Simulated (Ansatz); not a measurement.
Ta₂Be:
```
CELL_PARAMETERS angstrom
     -3.00713     3.00713     2.44614
      3.00713    -3.00713     2.44614
      3.00713     3.00713    -2.44614
ATOMIC_POSITIONS crystal
  Ta 0.83975 0.66025 0.50000
  Ta 0.16025 0.33975 0.50000
  Ta 0.66025 0.16025 0.82051
  Ta 0.33975 0.83975 0.17949
  Be 0.25000 0.25000 0.00000
  Be 0.75000 0.75000 0.00000
```

Relaxed with r²SCAN. Special points in fractions of this cell's reciprocal vectors: Γ (0.000, 0.000, 0.000); X (0.000, 0.000, 0.500); M (-0.500, 0.500, 0.500); Z (0.415, 0.415, -0.415); Z0 (-0.415, 0.585, 0.415); P (0.250, 0.250, 0.250); N (0.000, 0.500, 0.000).

Question: List the band energies nearest the Fermi level at these points for r²SCAN (plane waves, PAW; program Ansatz).

Answer: In eV from the Fermi level; about four levels below and three above (degenerate sets whole), none deeper than 8.9 eV; points with the same levels are listed once.

```tsv
k	below	above
Γ	-1.14 -1.04 -0.72 -0.72	1.33 1.49 1.79
X	-1.81 -0.63 -0.28 -0.26	1.14 1.23 1.66
M	-1.05 -0.63 -0.21 -0.10	0.61 0.61 1.50
Z	-1.63 -1.63 -0.80 -0.74 -0.16	0.59 0.67 0.67
P	-1.22 -1.22 -0.93 -0.93	0.07 0.07 2.76 2.76
N	-0.90 -0.90 -0.33 -0.33	0.07 0.07 2.41 2.41
```

Space group I4/mcm. The first step of the workflow began from a Materials Project structure, measured or hypothetical; the Crystallography Open Database copy checked does not list it. Its standing as an ambient phase is unchecked. The cell was relaxed with r²SCAN under the symmetry of its start; its stability against distortions is not shown here. No spin polarisation was allowed. Scalar-relativistic: spin–orbit coupling is off unless named, which matters more the heavier the elements.

Potentials: the later of the program's two PAW sets.
